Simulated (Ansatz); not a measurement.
Tl (hcp (Mg type)), relaxed with r²SCAN (Ansatz, a first-principles code, plane waves, PAW): a = 3.523 Å, b = 3.523 Å, c = 5.599 Å, α = 90.00°, β = 90.00°, γ = 120.00°.

### Question
The same phase is relaxed and computed with r²SCAN+D4 in the same code. What is the cell now?

### Answer
a = b = 3.5008 Å, c = 5.5738 Å, α = β = 90.00°, γ = 120.00°.

All cells were relaxed under the symmetry of their starts (and spin orders); stability against distortions was not tested throughout. Spin–orbit coupling is left out wherever it is not named.

Potentials: the earlier of the program's two PAW sets.

Ansatz is a plane-wave DFT program.
